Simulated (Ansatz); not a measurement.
# Zincblende alloy of GaAs and AlAs (6 of 32 Ga sites exchanged), 64 atoms

Ansatz, PAW, plane waves. PBEsol relaxation of volume and atoms (shape held) at the single k point (¼, ¼, ¼) without its symmetry partners; single points on the relaxed atoms at the Γ point alone, onto which points of the small cell's zone fold. Arrangement: quasirandom. No spin–orbit coupling unless named.

Relaxed structure:

```xyz
64
Lattice="11.3268 0.0000 0.0000 0.0000 11.3268 0.0000 0.0000 0.0000 11.3268" Properties=species:S:1:pos:R:3 pbc="T T T"
Ga   11.3268   11.3230    0.0072
Ga   11.3203   11.3183    5.6633
Ga   11.3263    5.6644   11.3238
Ga   11.3231    5.6686    5.6664
Ga    5.6613    0.0003    0.0044
Ga    5.6677   11.3230    5.6638
Ga    5.6569    5.6636    0.0004
Ga    2.8339    2.8330    0.0028
Ga    2.8290    8.4901    0.0056
Ga    2.8302    8.4937    5.6663
Ga    8.4885    2.8295   11.3266
Ga    8.4913    2.8275    5.6693
Ga    8.4922    8.4958    0.0032
Ga    8.4943    8.4920    5.6692
Ga    2.8332   11.3203    2.8347
Ga    2.8266    5.6660    2.8324
Ga    2.8245    5.6600    8.5012
Ga    8.4905   11.3224    2.8371
Ga    8.4906   11.3198    8.5016
Ga    8.4902    5.6642    8.4976
Ga   11.3239    8.4930    2.8368
Ga   11.3223    8.4899    8.4994
Ga    5.6609    2.8248    2.8335
Ga    5.6609    2.8290    8.5037
Ga    5.6571    8.4951    2.8339
Ga    5.6642    8.4879    8.4991
Al    5.6533    5.6510    5.6662
Al    2.8219    2.8287    5.6632
Al    2.8273   11.3177    8.4944
Al    8.4857    5.6571    2.8266
Al   11.3181    2.8292    2.8280
Al   11.3157    2.8220    8.4930
As    1.4202    1.4135    1.4192
As    1.4113    1.4095    7.0809
As    1.4098    7.0769    1.4175
As    1.4127    7.0769    7.0827
As    7.0764    1.4126    1.4187
As    7.0771    1.4118    7.0856
As    7.0714    7.0819    1.4161
As    7.0723    7.0728    7.0779
As    4.2440    4.2457    1.4202
As    4.2386    4.2393    7.0878
As    4.2445    9.9078    1.4175
As    4.2527    9.9059    7.0810
As    9.9079    4.2484    1.4096
As    9.9053    4.2508    7.0799
As    9.9091    9.9087    1.4206
As    9.9072    9.9057    7.0819
As    4.2474    1.4109    4.2503
As    4.2430    1.4107    9.9129
As    4.2423    7.0777    4.2484
As    4.2395    7.0747    9.9110
As    9.9057    1.4121    4.2524
As    9.9037    1.4084    9.9191
As    9.9033    7.0759    4.2462
As    9.9042    7.0767    9.9121
As    1.4071    4.2495    4.2454
As    1.4075    4.2407    9.9115
As    1.4125    9.9067    4.2484
As    1.4107    9.9041    9.9172
As    7.0775    4.2402    4.2511
As    7.0747    4.2457    9.9127
As    7.0782    9.9045    4.2493
As    7.0729    9.9069    9.9143
```

(1) What are the mean bond lengths by pair (pairs within 1.2 times the sum of covalent radii, less contacts 15 % beyond the pair's median; cation–cation pairs of compounds aside; long ionic contacts are cut short by that bound)?

(2) What gap lies between the top filled and the lowest empty level in the single points?

Answers

(1) Al–As 2.455 ± 0.002 Å (standard deviation, 24 bonds); As–Ga 2.452 ± 0.002 Å (standard deviation, 104 bonds).

(2) HSE06 1.68 eV (29 s on NVIDIA GB200).
